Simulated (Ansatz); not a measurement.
Consider the following.

ZnS:
```yaml
crystal:
  lattice:
    - [1.90375, 1.09913, 9.35668]
    - [-1.90375, 1.09913, 9.35668]
    - [0.00000, -2.19826, 9.35668]
  atoms:
    - { symbol: Zn, position: [0.00001, 0.00001, 0.00001] }
    - { symbol: Zn, position: [0.77771, 0.77771, 0.77771] }
    - { symbol: Zn, position: [0.55543, 0.55543, 0.55543] }
    - { symbol: S, position: [0.91674, 0.91674, 0.91674] }
    - { symbol: S, position: [0.47217, 0.47217, 0.47217] }
    - { symbol: S, position: [0.69460, 0.69460, 0.69460] }
```

This is the r²SCAN-relaxed structure. x, y and z are the axes in which the lattice vectors are written.

Problem. All from r²SCAN in the plane-wave PAW code Ansatz, unless another level is named. Predict the hole effective mass, band 1 of 2 at the edge.

Solution. 1.5 along x, 1.5 along z (mₑ).

Problem. Next, the formation energy from the elements (no fitted shifts)?

Solution. -0.98 eV/atom.

Problem. Next, the electron effective mass?

Solution. 0.18, 0.20, 0.20 mₑ (principal values).

Problem. Give the weight of the conduction-edge state by species (Voronoi cells).

Solution. Zn 59 %, S 41 %.

Problem. Give the valence-band maximum.

Solution. at Γ.

Space group R3m. The first step of the workflow began from a Materials Project structure, measured or hypothetical; the Crystallography Open Database files this formula in space group No. 160, but the cells were not matched. It is not the phase usual at ambient conditions (space group No. 186, 216). The cell was relaxed with r²SCAN under the symmetry of its start; whether a distortion lowers the energy is not shown. The references are the lowest solids computed at this level, not always the standard phases.

Potentials: the later of the program's two PAW sets.

Edges and masses are those of Kohn–Sham bands, whose gap is no quasiparticle gap.
